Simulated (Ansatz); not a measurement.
Input and output for Si (diamond type): DFT, LDA, PAW with Ansatz's default frozen-core files, scalar-relativistic (Ansatz 0.2.0). This run: holes in Si by PAW files.

The cell is held at a set volume and isn't relaxed, so it needn't be at zero pressure.

Command: `ansatz run input.yaml --threads 2 --pin off --max-ram 5120MiB --backend cpu --events-out ev --progress --plain --runs-dir out` It took 1.9 s on 2 threads of Intel(R) Xeon(R) 6975P-C (Granite Rapids), on a shared host, peak memory 0.45 GiB.

```yaml
crystal:
  lattice:
    - [5.4709431802, 0.0, 0.0]
    - [0.0, 5.4709431802, 0.0]
    - [0.0, 0.0, 5.4709431802]
  atoms:
    - { symbol: Si, position: [0.875, 0.375, 0.375] }
    - { symbol: Si, position: [0.375, 0.875, 0.375] }
    - { symbol: Si, position: [0.375, 0.375, 0.875] }
    - { symbol: Si, position: [0.875, 0.875, 0.875] }
    - { symbol: Si, position: [0.125, 0.125, 0.125] }
    - { symbol: Si, position: [0.625, 0.625, 0.125] }
    - { symbol: Si, position: [0.625, 0.125, 0.625] }
    - { symbol: Si, position: [0.125, 0.625, 0.625] }
kpoints:
  mp_grid: { grid: [4, 4, 4] }
scf:
  occupations: { method: fermi_dirac, width: 0.0272 }
hamiltonian:
  xc: lda
  pseudopotentials: { kind: paw }
output:
  forces: true
  stress: true
  eigenvalues: true
  core_levels:
    shells: { Si: ["1s"] }
    counted_from: conduction_bottom
    add_spin: false
```

Output:

```
Engine: ansatz 0.2.0
Pseudopotentials: kind: paw
Pseudopotential: Si, paw, valence charge 4, recommended cutoff 420 eV (normal), Si.paw.azcp
Functional definition: SPW92
  exchange = slater_x
  correlation = pw_c
Crystal: 8 atoms, lattice volume = 163.752 Å³
Basis set: ecut = 420 eV, 3191 PW (Γ)
Bands: 24, of which v1, the nominal top of the filled ones, is band 16 counted from 1 (15 counted from 0)
Symmetry: 192 space group operations
Space group: Fd-3m (ITA 227), of the structure as read, at distance tolerance 5.5e-5 Å
k-points: 10 of 64
Non-local potential: Si, projectors of the file, l = 0: 2, l = 1: 2, l = 2: 2
PAW form: soft (Blöchl's): semilocal exchange-correlation on the pseudo side does not see the compensation charge
PAW frozen core: Si, regenerated for the run's functional, and the local potential with it (the file was generated under x = pbe(κ = 0.804, μ = 0.2195149727645171), c = pbe(β = 0.06672455060314922))
PAW one-centre angular grid: Si, 110 points (default); XC on 64 Gauss nodes
Initial density: superposition of atomic densities (neutral atoms: chi_scale 0, normalization atom), corrected by the library's trained network
Initial wavefunctions: pseudopotential atomic-orbital guess
Functional: x = slater, c = lda
SCF iter   1: F=—  HF=-4869.100432 eV  |F-HF|=—  |Δ(HF+E_count)|=         —  Δρ=4.28e-3  dr2=1.80e-2  ethr=1.77e-3  ⟨swp⟩=7.0  Hψ=1309  notcnv=0
preconditioner: auto → Resta (q_TF=auto, 2.078 Å⁻¹)  ε∞=5.5  [insulator: Δε(μ)=0.550 eV  Ē_g=7.767 eV  σ=0.027 eV  W_gap=1.00  n_scr=26 (ndim 8)  ℏωp=16.4 eV  f_vac=0.000  D(μ)=0.00/eV (n_scr^D=0)  ε∞_Penn≈5.5]
SCF iter   2: F=—  HF=-4869.098896 eV  |F-HF|=—  |Δ(HF+E_count)|=   1.54e-3  Δρ=2.41e-3  dr2=5.97e-3  ethr=5.64e-5  ⟨swp⟩=1.8  Hψ=355  notcnv=0  defer=5
SCF iter   3: F=—  HF=-4869.097833 eV  |F-HF|=—  |Δ(HF+E_count)|=   1.06e-3  Δρ=1.30e-4  dr2=4.32e-5  ethr=1.87e-5  ⟨swp⟩=1.0  Hψ=210  notcnv=0  defer=5
SCF iter   4: F=—  HF=-4869.097843 eV  |F-HF|=—  |Δ(HF+E_count)|=   9.43e-6  Δρ=4.65e-5  dr2=2.01e-6  ethr=1.35e-7  ⟨swp⟩=2.0  Hψ=370  notcnv=0  defer=5
SCF iter   5: F=—  HF=-4869.097843 eV  |F-HF|=—  |Δ(HF+E_count)|=   6.89e-7  Δρ=1.59e-5  dr2=2.35e-7  ethr=6.29e-9  ⟨swp⟩=1.0  Hψ=210  notcnv=0  defer=5
SCF iter   6: F=-4869.097844 eV  HF=-4869.097844 eV  |F-HF|=2.99e-10  |Δ(HF+E_count)|=   9.00e-8  Δρ=7.04e-7  dr2=8.28e-10  ethr=3.13e-10  ⟨swp⟩=7.5  Hψ=978  notcnv=0
SCF 1 converged in 6 iterations: F = -4869.097844 eV  dr2 = 8.28e-10
  greatest PAW one-centre occupation: 0.639 electrons in one spin orbital (limit 2), on the Si atom at site 7 (counted from 0), in its partial waves of l = 0
── core hole 1/1: 1s of Si 0 ──
── 1s of Si 0: 1828.956 eV over the cell without the hole, in 7 iterations ──
SCF converged after 6 iterations
Free energy (F): -4869.097844 eV
Harris-Foulkes:  -4869.097844 eV  (|F-HF|=2.99e-10)
Internal energy: -4869.097840 eV  (E = F + TS)
E sigma→0 (E₀):  -4869.097842 eV
Entropy (-TS):   -0.000003 eV (-0.000 meV/atom)
Fermi energy:    6.088163 eV
--- Per-component energies (eV) ---
  E_band       = 26.029334
  E_kinetic    = 320.956614
  E_local      = -232.977007  (includes V_loc(G=0)·N_el)
  E_nonlocal   = 215.013019
  E_hartree    = 60.612307
  E_xc         = -437.123449
  E_vxc        = -375.387315  (∫ρ·V_xc dr)
  E_paw        = -3888.850907  (= ΣΔE_a)
  E_vpaw       = -22.800288  (= ΣTr[D̂ρ^β])
  E_aug_tail   = 0.000047  (compensation charges beyond the density's cutoff)
  E_ewald      = -907.403110
  E_core_change = 0.674646  (= ΣΔE_core)
  E_smearing   = -0.000003  (= −TS)
  E_closure    = -0.000000  (closes the sum)
  Σ components = -4869.097844   (vs F -4869.097844, Δ=0.00e0)
--- Forces (eV/Å), atoms counted from 1 ---
  atom   1  Si     0.00000000    -0.00000000     0.00000000
  atom   2  Si     0.00000000    -0.00000000    -0.00000000
  atom   3  Si     0.00000000    -0.00000000    -0.00000000
  atom   4  Si     0.00000000    -0.00000000     0.00000000
  atom   5  Si     0.00000000    -0.00000000    -0.00000000
  atom   6  Si     0.00000000    -0.00000000    -0.00000000
  atom   7  Si     0.00000000    -0.00000000     0.00000000
  atom   8  Si     0.00000000    -0.00000000    -0.00000000
  max |Σ_I F_I| component: 4.05e-17 eV/Å
--- Stress (GPa, compression-positive) ---
       -3.370466       0.000000      -0.000000
        0.000000      -3.370466      -0.000000
       -0.000000      -0.000000      -3.370466
  P = ⅓ Tr σ = -3.3705 GPa (-33.705 kbar)
--- Band table (eV; the first three rows and the last of 10) ---
  k-point 0: bands = ["-5.9918", "-1.9289", "-1.9289", "-1.9289", "-1.9289", "-1.9289", "-1.9289", "3.0287", "3.0287", "3.0287", "3.0287", "3.0287", "3.0287", "5.8240", "5.8240", "5.8240", "6.4684", "6.4684", "6.4684", "6.4684", "6.4684", "6.4684", "8.3390", "8.3390"]
  k-point 1: bands = ["-5.7239", "-3.6432", "-1.8541", "-1.8541", "-1.8541", "-1.8541", "0.0993", "2.4680", "2.4680", "2.4680", "2.4680", "3.2698", "3.2698", "4.4469", "5.0346", "5.0346", "6.3720", "7.2934", "7.7165", "7.7165", "7.7165", "7.7165", "7.7727", "9.4510"]
  k-point 2: bands = ["-4.9302", "-4.9302", "-1.7719", "-1.7719", "-1.7719", "-1.7719", "2.0384", "2.0384", "2.0384", "2.0384", "2.2838", "2.2838", "3.9729", "3.9729", "3.9729", "3.9729", "6.8845", "6.8845", "8.8564", "8.8564", "10.0052", "10.0052", "10.0052", "10.0052"]
  k-point 9: bands = ["-3.7104", "-3.7104", "-3.7104", "-3.7104", "-1.0682", "-1.0682", "-1.0682", "-1.0682", "4.6477", "4.6477", "4.6477", "4.6477", "4.6477", "4.6477", "4.6477", "4.6477", "7.1623", "7.1623", "7.1623", "7.1623", "9.1266", "9.1266", "9.1266", "9.1266"]
--- Core levels from the conduction bottom, as differences alone (as output.core_levels.counted_from types it; a hole's nearest image at 5.5 Å) ---
  the holes have no spin, as output.core_levels.add_spin types it
  atom         alike  shell      binding/eV   shift/eV difference/eV images/eV   SCF
  Si 0             8     1s               –     +0.000      1828.956         –     7
  the dataset of Si with a 1s hole: scattering error 0.000 eV (0.000 eV in the local channel); free atom: scalar-relativistic, large and small components
```

Next run (atom 1 (Si) replaced by P), as changes to the input before:

```diff
   atoms:
-    - { symbol: Si, position: [0.875, 0.375, 0.375] }
+    - { symbol: P, position: [0.875, 0.375, 0.375] }
   eigenvalues: true
-  core_levels:
-    shells: { Si: ["1s"] }
-    counted_from: conduction_bottom
-    add_spin: false
+  write_density: true
+  write_potential: true
+  elf: true
+  volumetric_format: npy
```

Command: `ansatz run input.yaml --threads 2 --pin off --max-ram 5120MiB --backend cpu --events-out ev --progress --plain --runs-dir out` It took 1.2 s on 2 threads of Intel(R) Xeon(R) 6975P-C (Granite Rapids), on a shared host, peak memory 0.41 GiB.

Results part of the output:

```
SCF 1 converged in 7 iterations: F = -4986.170340 eV  dr2 = 1.48e-8
  greatest PAW one-centre occupation: 0.788 electrons in one spin orbital (limit 2), on the P atom at site 0 (counted from 0), in its partial waves of l = 0
SCF converged after 7 iterations
Free energy (F): -4986.170340 eV
Harris-Foulkes:  -4986.170340 eV  (|F-HF|=8.21e-9)
Internal energy: -4986.161590 eV  (E = F + TS)
E sigma→0 (E₀):  -4986.165965 eV
Entropy (-TS):   -0.008750 eV (-1.094 meV/atom)
Fermi energy:    6.707417 eV
--- Per-component energies (eV) ---
  E_band       = 21.882834
  E_kinetic    = 348.826903
  E_local      = -276.677492  (includes V_loc(G=0)·N_el)
  E_nonlocal   = 221.704246
  E_hartree    = 71.870792
  E_xc         = -442.650091
  E_vxc        = -388.060587  (∫ρ·V_xc dr)
  E_paw        = -3942.093938  (= ΣΔE_a)
  E_vpaw       = -27.652108  (= ΣTr[D̂ρ^β])
  E_aug_tail   = 0.000044  (compensation charges beyond the density's cutoff)
  E_ewald      = -967.849719
  E_core_change = 0.707667  (= ΣΔE_core)
  E_smearing   = -0.008750  (= −TS)
  E_closure    = -0.000000  (closes the sum)
  Σ components = -4986.170340   (vs F -4986.170340, Δ=0.00e0)
--- Forces (eV/Å), atoms counted from 1 ---
  atom   1  P      0.00000000     0.00000000    -0.00000000
  atom   2  Si    -0.00000000     0.00000000     0.00000000
  atom   3  Si    -0.00000000     0.00000000    -0.00000000
  atom   4  Si    -0.00000000     0.00000000     0.00000000
  atom   5  Si     0.06896722    -0.06896722    -0.06896722
  atom   6  Si    -0.06896722     0.06896722    -0.06896722
  atom   7  Si    -0.06896722    -0.06896722     0.06896722
  atom   8  Si     0.06896722     0.06896722     0.06896722
  max |Σ_I F_I| component: 1.25e-16 eV/Å
--- Stress (GPa, compression-positive) ---
       -5.528458      -0.000000       0.000000
       -0.000000      -5.528458      -0.000000
        0.000000      -0.000000      -5.528458
  P = ⅓ Tr σ = -5.5285 GPa (-55.285 kbar)
--- Band table (eV; the first three rows and the last of 10) ---
  k-point 0: bands = ["-6.6608", "-3.8255", "-2.0743", "-2.0743", "-2.0743", "-1.8579", "-1.8579", "2.3695", "2.3695", "2.3695", "3.0802", "3.0802", "3.0802", "5.5214", "5.5214", "5.5214", "5.8560", "6.4239", "6.4239", "6.4239", "6.4946", "6.4946", "8.1661", "8.1661", "8.1661"]
  k-point 1: bands = ["-6.4651", "-4.3063", "-2.8652", "-1.9994", "-1.9994", "-1.7823", "-0.1837", "1.9233", "2.0683", "2.0683", "2.5159", "3.0813", "3.0813", "4.1143", "4.8056", "4.8056", "6.1503", "7.1347", "7.2952", "7.6009", "7.6009", "7.6816", "7.7435", "9.2237", "9.2237"]
  k-point 2: bands = ["-6.1619", "-4.9107", "-2.9587", "-1.9171", "-1.9171", "-1.6991", "1.3522", "1.7167", "1.7167", "1.8604", "2.0841", "2.2461", "3.4676", "3.4676", "4.0221", "4.0221", "6.6124", "6.7690", "8.6398", "8.7126", "9.5980", "9.9977", "9.9977", "10.0245", "10.0816"]
  k-point 9: bands = ["-5.7463", "-3.6981", "-3.6981", "-3.6981", "-1.4706", "-1.2321", "-1.2321", "-1.2321", "3.7009", "3.7009", "3.7009", "4.6889", "4.6889", "4.6889", "4.6992", "4.6992", "5.8542", "7.1272", "7.1272", "7.1272", "8.7768", "8.7768", "8.7768", "9.0994", "9.0994"]
```

The PAW files were made under PBE.
